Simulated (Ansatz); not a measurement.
Li2Se:
```
CELL_PARAMETERS angstrom
      0.00000     2.99268     2.99268
      2.99268     0.00000     2.99268
      2.99268     2.99268     0.00000
ATOMIC_POSITIONS crystal
  Li 0.25000 0.25000 0.25000
  Li 0.75000 0.75000 0.75000
  Se 0.00000 0.00000 0.00000
```

r²SCAN (plane waves, PAW; program Ansatz) gives a gap of 3.48 eV without spin–orbit coupling, maximum at Γ, minimum at X.

Question: What happens when spin–orbit coupling is switched on?

Answer: The gap drops by 0.13 eV, to 3.35 eV; maximum at Γ, minimum at X.

Question: How large is the spin–orbit splitting of the valence top at Γ?

Answer: The fourfold level lies 0.38 eV above the split-off pair.

Question: Give the electron effective mass with spin–orbit coupling.

Answer: 0.31, 0.31, 0.60 mₑ (principal values).

Question: Give the hole effective mass with spin–orbit coupling, band 1 of 2 at the edge.

Answer: 0.82 along [100], 1.5 along [110], 1.9 along [111] (mₑ).

Question: Give the hole effective mass with spin–orbit coupling, band 2 of 2 at the edge.

Answer: 0.46 along [100], 0.36 along [110], 0.35 along [111] (mₑ).

Space group Fm-3m (anti-fluorite). The r²SCAN relaxation kept the symmetry of its start.

Potentials: the later of the program's two PAW sets.
